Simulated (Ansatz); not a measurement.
Values for one crystal, relaxed and computed with the program Ansatz at the LDA level (PAW); other levels are named.

- Volume per atom = 29.55 Å³
- Band gap = 0.46 eV (direct)
- Highest zone-centre frequency (without LO–TO term) = 198 cm⁻¹
- Zone-centre stability = no imaginary mode at Γ
- Hole effective mass = 0.087, 0.087, 0.32 mₑ (principal values)
- Conduction-band minimum = at Γ
- Valence-band maximum = at Γ

Q: Pick the material that matches.
(A) SbSI, P2_1/m (Pearson symbol mP12)
(B) ZnCdS2, P3m1 (Zn on 1a, Cd on 1b, S on 1b, S on 1a)
(C) MgTe, zinc blende
(D) Bi2Te2S, R3m (Pearson symbol hR5)

A: D, Bi2Te2S, R3m (Pearson symbol hR5)

The workflow started from a Materials Project entry (that database holds measured and hypothetical structures alike); the Crystallography Open Database copy checked does not list it. COD files the formula under space group No. 166. Whether it is the stable phase at ambient conditions was not checked. Symmetry was held in the LDA relaxation. A crystal of weakly bound layers computed without a dispersion correction: the cell and the soft elastic constants depend strongly on that. Scalar-relativistic: spin–orbit coupling is off unless named, which matters more the heavier the elements.

Potentials: the later of the program's two PAW sets.
